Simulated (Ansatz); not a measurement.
Data:

InP (zinc blende)

```xyz
4
Lattice="0.0000 5.9595 5.9595 2.9798 2.9798 5.9595 2.9798 2.9798 0.0000" Properties=species:S:1:pos:R:3 pbc="T T T"
P      4.4696     4.4696     4.4696
P      4.4696     7.4494     7.4494
In     0.0000     0.0000     0.0000
In     2.9798     5.9595     2.9798
```

A phonon eigenvector at X = (0.5, 0.5, 0.0) is frozen into this cell: atom i moves by Q times the vector below, so Q is the largest atomic displacement, in Å. The cell is held. It is one choice among 2 degenerate patterns. (q is in reciprocal vectors of the primitive cell; the cell shown is doubled to hold the pattern.)

```csv
atom,x,y,z
P1,0.000,1.000,0.000
P2,0.000,-1.000,0.000
In3,-0.196,0.000,0.000
In4,0.196,0.000,0.000
```

Method: PBE (plane waves to 420 eV, PAW, scalar-relativistic; Ansatz, a quantum-chemistry and plane-wave program). k mesh 10×10×10 (Γ-centred), Fermi-Dirac smearing 0.05 eV. The energy includes the smearing's −TS. InP was relaxed with its symmetry unable to fall. The zero of ΔE is the undisplaced structure.

The scan covers Q from -0.280 to 0.280 Å in 13 points.

Problem. Which space group does the distorted structure have?

Solution. C222_1 (No. 20), lowered from F-43m.

Problem. What is the energy change at Q = 0.280 Å?

Solution. 912 meV/cell.

Problem. What harmonic wavenumber does the curvature at Q = 0 give?

Solution. 299 cm⁻¹.

(For displaced atoms, the force is minus the slope of the energy, and its curvature is a force constant, which sets phonon frequencies.)
